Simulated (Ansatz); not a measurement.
Input file for Ansatz (a first-principles code):

Ansatz 0.2 input:
```yaml
crystal:
  lattice:
    - [-2.9953174321, 2.9953174321, 2.9953174321]
    - [2.9953174321, -2.9953174321, 2.9953174321]
    - [2.9953174321, 2.9953174321, -2.9953174321]
  atoms:
    - { symbol: P, position: [0.0, 0.25, 0.5] }
    - { symbol: P, position: [0.25, 0.5, 0.0] }
    - { symbol: P, position: [0.5, 0.0, 0.25] }
    - { symbol: P, position: [0.25, 0.25, 0.25] }
kpoints:
  mp_grid: { grid: [10, 10, 10] }
hamiltonian:
  xc: r2scan
  pseudopotentials: { kind: paw }
scf:
  occupations: { method: gaussian, width: 0.05 }
checkpoint: { read: metal.run }
output: { write_density: true, elf: true, volumetric_format: npy }
basis: { fft_grid_basis: typed }
```

Output (shortened):

```
Pseudopotential: P, paw, valence charge 5
Functional definition: r2SCAN
Crystal: 4 atoms, lattice volume = 107.495 Å³
Basis set: ecut = 500 eV, 2731 PW (Γ), exchange–correlation on 160×160×160 points (64 copies of the dense FFT grid, shifted against one another)
Bands: 18, of which v1, the nominal top of the filled ones, is band 10 counted from 1 (9 counted from 0)
Symmetry: 24 space group operations
Space group: I4132 (ITA 214), of the structure as read, at distance tolerance 4.8e-5 Å
k-points: 47 of 1000 (time reversal used)
Stability of the state it starts from, as read at its close in the unpolarized treatment …
iter 1 solved again at ethr=3.31e-7 eV; its pass at ethr=3.10e-3 eV (dr2=6.63e-5 eV) is discarded
SCF iter   1: F=—  HF=-3034.174033 eV  |F-HF|=—  |Δ(HF+E_count)|=         —  Δρ=1.10e-6  dr2=8.93e-10  dr2_τ=9.07e-11  ethr=3.31e-7  ⟨swp⟩=5.1  Hψ=8630  notcnv=0
preconditioner: auto → LDOS
SCF iter   2: F=-3034.174033 eV  HF=-3034.174033 eV  |F-HF|=3.56e-10  |Δ(HF+E_count)|=   6.68e-9  Δρ=1.21e-6  dr2=1.13e-9  dr2_τ=1.07e-10  ethr=4.47e-12  ⟨swp⟩=8.3  Hψ=4463  notcnv=0
SCF 1 converged in 2 iterations: F = -3034.174033 eV  dr2 = 1.13e-9
SCF converged after 2 iterations
Free energy (F): -3034.174033 eV
Harris-Foulkes:  -3034.174033 eV  (|F-HF|=3.56e-10)
Internal energy: -3034.171851 eV  (E = F + TS)
E sigma→0 (E₀):  -3034.172942 eV
Entropy (-TS):   -0.002182 eV (-0.545 meV/atom)
Fermi energy:    3.523802 eV
--- Per-component energies (eV) ---
  E_band       = -67.231891
  E_kinetic    = 284.129250
  E_local      = -538.518456  (includes V_loc(G=0)·N_el)
  E_nonlocal   = 131.363383
  E_hartree    = 167.653399
  E_xc         = -233.211341
  E_vxc        = -261.137217  (∫ρ·V_xc dr)
  E_paw        = -2302.829561  (= ΣΔE_a)
  E_vpaw       = -31.092346  (= ΣTr[D̂ρ^β])
  E_aug_tail   = 0.000002  (compensation charges beyond the density's cutoff)
  E_vtau       = 12.717057  (kinetic-family band-sum trace: ∫τ·v_τ [+ j·A + Jᵃ·Aᵃ] dr)
  E_ewald      = -542.395157
  E_core_change = -0.363369  (= ΣΔE_core)
  E_smearing   = -0.002182  (= −TS)
  E_closure    = 0.000000  (closes the sum)
  Σ components = -3034.174033   (vs F -3034.174033, Δ=0.00e0)
  [band-id]    e_kinetic+e_local+e_nonlocal+2·e_hartree+e_vxc+e_vpaw+e_augmentation_tail+e_vtau = -67.231529   (vs E_band -67.231891, Δ=3.62e-4)
--- Band table (eV; the first three rows and the last of 47) ---
  k-point 0: bands = ["-12.3469", "-7.2727", "-7.2727", "-7.2727", "-2.9707", "-2.9707", "0.3809", "0.3809", "0.3809", "5.2140", "5.4463", "5.4463", "5.4463", "6.9041", "10.1126", "10.1126", "11.5703", "11.5703"]
  k-point 1: bands = ["-12.2967", "-8.0224", "-7.2895", "-6.5554", "-2.9760", "-2.9309", "0.3596", "0.4240", "0.4941", "4.7269", "4.8754", "5.9124", "6.0873", "7.0818", "9.6221", "9.6934", "10.7842", "10.9827"]
  k-point 2: bands = ["-12.1500", "-8.7508", "-7.3325", "-5.9367", "-2.9896", "-2.8185", "0.3358", "0.5570", "0.8054", "4.1374", "4.3940", "6.4112", "6.6463", "7.6151", "8.6204", "8.9192", "10.1963", "10.4058"]
  k-point 46: bands = ["-10.1763", "-10.1763", "-10.1763", "-2.9416", "-2.9416", "-2.9416", "1.3953", "2.1016", "2.4001", "2.4001", "2.4001", "5.5819", "5.5819", "5.5819", "9.1951", "9.1951", "11.5882", "11.5882"]
```

Cost: around 18 core-seconds (rough) on shared cores.

Space group I4_132. The start of the workflow was typed in or built on a structure type; neither database checked (COD, Materials Project) lists it. It is not the phase usual at ambient conditions (space group No. 64). Symmetry was held in the r²SCAN relaxation; whether a distortion lowers the energy is not shown. The volume moved by 28 % from the start of the relaxation.

Potentials: the later of the program's two PAW sets.

Ansatz is a plane-wave DFT program.
